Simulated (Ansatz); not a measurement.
Input:

MgPd:
```cif
data_MgPd
_chemical_formula_sum 'Mg1 Pd1'
_space_group_name_H-M_alt 'P 1'
_space_group_IT_number 1
_cell_length_a 3.14453
_cell_length_b 3.14453
_cell_length_c 3.14453
_cell_angle_alpha 90.000
_cell_angle_beta 90.000
_cell_angle_gamma 90.000
loop_
_space_group_symop_operation_xyz
  'x, y, z'
loop_
_atom_site_label
_atom_site_type_symbol
_atom_site_fract_x
_atom_site_fract_y
_atom_site_fract_z
_atom_site_occupancy
Mg1 Mg 0.00000 0.00000 0.00000 1
Pd1 Pd 0.50000 0.50000 0.50000 1
```

This is the PBEsol-relaxed structure.

Task: All from PBEsol in the plane-wave PAW code Ansatz, unless another level is named. Give the formation energy from the elements (no fitted shifts).

Result: -0.70 eV/atom.

Task: Give the density of states at the Fermi level.

Result: 0.45 states/eV per atom (mean over ±0.08 eV).

Task: Give the gap with spin–orbit coupling.

Result: none (metallic).

Space group Pm-3m (CsCl type). The workflow started from a Materials Project entry (that database holds measured and hypothetical structures alike); the Crystallography Open Database files this formula in space group No. 221, but the cells were not matched. Whether it is the stable phase at ambient conditions was not checked. The PBEsol relaxation kept the symmetry of its start. At this level the phase is mechanically unstable. No spin polarisation was allowed. The references are the lowest solids computed at this level, not always the standard phases. Spin–orbit coupling is left out wherever it is not named.

Potentials: the later of the program's two PAW sets.
